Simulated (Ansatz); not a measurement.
Relaxed candidate structures of Al:

A. P6/mmm (No. 191), hP2; a = b = 4.521 Å, c = 2.734 Å, α = β = 90.00°, γ = 120.00°; Al 2c (0.333, 0.667, 0.000)

B. Im-3m (No. 229), cI6; a = 5.171 Å, b = 5.171 Å, c = 5.171 Å, α = 90.00°, β = 90.00°, γ = 90.00°; Al 6b (0.000, 0.000, 0.500)

C. Pbca (No. 61), oP8; a = 4.4226 Å, b = 8.0243 Å, c = 4.5800 Å, α = 90.00°, β = 90.00°, γ = 90.00°; close to Cmce at 0.1 Å; Al 8c (0.499, 0.344, 0.429)

D. Pm-3n (No. 223), cP8; a = b = c = 5.072 Å, α = β = γ = 90.00°; Al 6c (0.000, 0.500, 0.250); Al 2a (0.000, 0.000, 0.000)

E. P6/mmm (No. 191), hP3; a = b = 4.547 Å, c = 2.759 Å, α = β = 90.00°, γ = 120.00°; Al 1a (0.000, 0.000, 0.000); Al 2d (0.333, 0.667, 0.500)

**Question.** Put the candidates in order of energy per atom, lowest first, for r2SCAN (plane waves to 500 eV, PAW, scalar-relativistic; Ansatz, a first-principles code).

**Answer.** D (reference), E (+0.05 eV/atom), C (+0.11 eV/atom), A (+0.45 eV/atom), B (+0.53 eV/atom)

The lowest structure calculated, Fm-3m, cF4, fcc (Cu type), is not among these; it lies 0.09 eV/atom below the lowest of them. Probably no minimum, since a slightly shaken restart fell lower: P6/mmm, hP3 (by 0.14 eV/atom, to Fm-3m). 1 run with a doubtful electronic state, a coarser numerical grid, an end not at rest or a source that can't be used is left out. Each run could gain symmetry but not lose that of its start, so entries can be saddle points. All of these are generated cells (placed on structure types, drawn at random, substituted or restacked) that were not matched to a known phase here. Energies are at zero temperature and pressure, without zero-point motion. Each cell has its own k-point mesh; energy differences are given only to the digits this allows. No spin polarisation in the result.
